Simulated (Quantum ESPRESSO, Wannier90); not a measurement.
**Tight-binding from DFT: GaP (zinc blende)**

```xyz
2
Lattice="0.0000 2.7258 2.7258 2.7258 0.0000 2.7258 2.7258 2.7258 0.0000" Properties=species:S:1:pos:R:3 pbc="T T T"
Ga     0.0000     0.0000     0.0000
P     -1.3629    -1.3629    -1.3629
```

Structure: Materials Project mp-2490, symmetrised, not relaxed again. COD (Crystallography Open Database) has an entry of this formula and space group (matched by these alone). Level: LDA, no spin polarisation, no spin-orbit coupling; pw.x of Quantum ESPRESSO at 64 Ry with PseudoDojo potentials, 10×10×10 k-points, Wannier90. Density: 10×10×10 mesh, cold smearing 0.01 Ry.

A tight-binding model is made by disentanglement and projection with no localisation steps (num_iter = 0), so the 8 orbitals stay atom-like: hydrogen-like Ga: s;p; P: s;p, axes along x, y, z; frozen window up to 2.95 eV relative to the valence-band maximum. It follows pw.x to 9.3 meV rms for states up to 2.5 eV relative to the valence-band maximum. Matrix elements depend on this choice of orbitals and windows.

The 45 largest hoppings ⟨m,0|H|n,R⟩ between different sites (one of each Hermitian pair; signs follow the real orbitals' lobes; the list may end inside a set of equal values):

| m | n | R | distance of the centres (Å) | t (eV) |
|---|---|---|---|---|
| P2 s | Ga1 s | 0 0 0 | 2.36 | -1.610 |
| Ga1 s | P2 s | 0 0 1 | 2.36 | -1.610 |
| Ga1 s | P2 s | 0 1 0 | 2.36 | -1.610 |
| Ga1 s | P2 s | 1 0 0 | 2.36 | -1.610 |
| Ga1 py | P2 s | 0 1 0 | 2.36 | 1.432 |
| Ga1 px | P2 s | 1 0 0 | 2.36 | 1.432 |
| Ga1 py | P2 s | 0 0 1 | 2.36 | -1.432 |
| Ga1 px | P2 s | 0 1 0 | 2.36 | -1.432 |
| Ga1 pz | P2 s | 0 0 1 | 2.36 | 1.432 |
| Ga1 px | P2 s | 0 0 1 | 2.36 | -1.432 |
| P2 s | Ga1 px | 0 0 0 | 2.36 | 1.432 |
| Ga1 pz | P2 s | 0 1 0 | 2.36 | -1.432 |
| Ga1 py | P2 s | 1 0 0 | 2.36 | -1.432 |
| P2 s | Ga1 py | 0 0 0 | 2.36 | 1.432 |
| Ga1 pz | P2 s | 1 0 0 | 2.36 | -1.432 |
| P2 s | Ga1 pz | 0 0 0 | 2.36 | 1.432 |
| Ga1 s | P2 py | 0 1 0 | 2.36 | -1.385 |
| Ga1 s | P2 py | 0 0 1 | 2.36 | 1.385 |
| Ga1 s | P2 pz | 0 0 1 | 2.36 | -1.385 |
| Ga1 s | P2 pz | 0 1 0 | 2.36 | 1.385 |
| Ga1 s | P2 py | 1 0 0 | 2.36 | 1.385 |
| P2 py | Ga1 s | 0 0 0 | 2.36 | -1.385 |
| P2 pz | Ga1 s | 0 0 0 | 2.36 | -1.385 |
| Ga1 s | P2 pz | 1 0 0 | 2.36 | 1.385 |
| Ga1 s | P2 px | 1 0 0 | 2.36 | -1.385 |
| P2 px | Ga1 s | 0 0 0 | 2.36 | -1.385 |
| Ga1 s | P2 px | 0 1 0 | 2.36 | 1.384 |
| Ga1 s | P2 px | 0 0 1 | 2.36 | 1.384 |
| Ga1 px | P2 py | 0 1 0 | 2.36 | -1.335 |
| Ga1 px | P2 py | 1 0 0 | 2.36 | -1.335 |
| Ga1 px | P2 py | 0 0 1 | 2.36 | 1.335 |
| P2 py | Ga1 px | 0 0 0 | 2.36 | 1.335 |
| Ga1 px | P2 pz | 1 0 0 | 2.36 | -1.335 |
| Ga1 px | P2 pz | 0 0 1 | 2.36 | -1.335 |
| Ga1 px | P2 pz | 0 1 0 | 2.36 | 1.335 |
| P2 pz | Ga1 px | 0 0 0 | 2.36 | 1.335 |
| Ga1 py | P2 pz | 0 1 0 | 2.36 | -1.335 |
| Ga1 py | P2 pz | 0 0 1 | 2.36 | -1.335 |
| Ga1 pz | P2 py | 0 0 1 | 2.36 | -1.335 |
| Ga1 pz | P2 py | 0 1 0 | 2.36 | -1.335 |
| Ga1 pz | P2 px | 0 0 1 | 2.36 | -1.335 |
| Ga1 pz | P2 px | 0 1 0 | 2.36 | 1.335 |
| Ga1 pz | P2 px | 1 0 0 | 2.36 | -1.335 |
| P2 px | Ga1 pz | 0 0 0 | 2.36 | 1.335 |
| Ga1 py | P2 pz | 1 0 0 | 2.36 | 1.335 |
